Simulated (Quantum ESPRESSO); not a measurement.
SnS2 is taken in the cubic space group Fd-3m, origin choice 1 (No. 227), Pearson symbol cF48. Cell: a = 10.4316 Å, b = 10.4316 Å, c = 10.4316 Å, α = 90.00°, β = 90.00°, γ = 90.00°. S on 32e sees 3 Sn at 2.577 Å (trigonal pyramidal). Sn on 16c has 6 S at 2.577 Å (octahedral). (Neighbours: up to the widest gap in distance over summed covalent radii, below 1.35, at either atom; cation-cation contacts left out.)
(The calculation used a cell of 12 atoms; values per cell refer to that cell.)

The geometry is that of Materials Project entry mp-1095397, symmetrised and not relaxed again.

Q: What does PBEsol (pw.x of Quantum ESPRESSO, ONCV potentials, scalar-relativistic) give for the electronic structure near the Fermi level?

A: The PBEsol gap is indirect, 1.13 eV, from K to Γ; the smallest direct gap is 1.20 eV. Spin-orbit splittings are left out.

This is not the ordinary phase of the substance; no match was found in the copy of COD used, and its stability was not checked.
